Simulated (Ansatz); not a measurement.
Nb2AlC (P6_3/mmc) under several functionals

**Experimental background.**

From “Nickel-adsorbed two-dimensional Nb2C MXene for enhanced energy storage applications”, 2022, pmc:8981252, for a powder of Nb2AlC: lattice constant c 13.83 Å.

Plane-wave DFT in Ansatz with scalar-relativistic PAW potentials. The same structure was relaxed (cell and atoms, symmetry kept) in separate runs at each level. Whether it is the stable form of this composition wasn't checked. No spin polarisation.

Question: How do the levels LDA, PBEsol, r2SCAN compare?

Answer:
| level | cutoff (eV) | k mesh | V (Å³/atom) | a (Å) | c (Å) | B0 (GPa) |
| --- | --- | --- | --- | --- | --- | --- |
| LDA | 420 | 12×12×4 | 14.064 | 3.074 | 13.745 | – |
| PBEsol | 420 | 12×12×4 | 14.321 | 3.090 | 13.851 | 186 |
| r2SCAN | 500 | 12×12×4 | 14.553 | 3.104 | 13.957 | 187 |

The usual order of volumes, LDA < PBEsol, holds here (14.064, 14.321 Å³/atom). As a rule LDA overbinds; PBEsol, built on the gradient expansion of slowly varying densities, lies between LDA and PBE. B0 goes from 186.1 to 186.6 GPa as the volume grows by 1.6 %; on one curve with B' = 4.4 the volume alone, B ∝ V^(−B'), would give 173.3 GPa, and the rest of the difference is the functional's own stiffness.

For LDA: Measured lattice constant c of Nb2AlC: 13.83 Å (powder; “Nickel-adsorbed two-dimensional Nb2C MXene for enhanced energy storage applications”, 2022, pmc:8981252). This calculation gives 13.745 Å (-0.6 %). The calculations are for 0 K without zero-point motion, and in metals axial ratios are sensitive to mesh and smearing.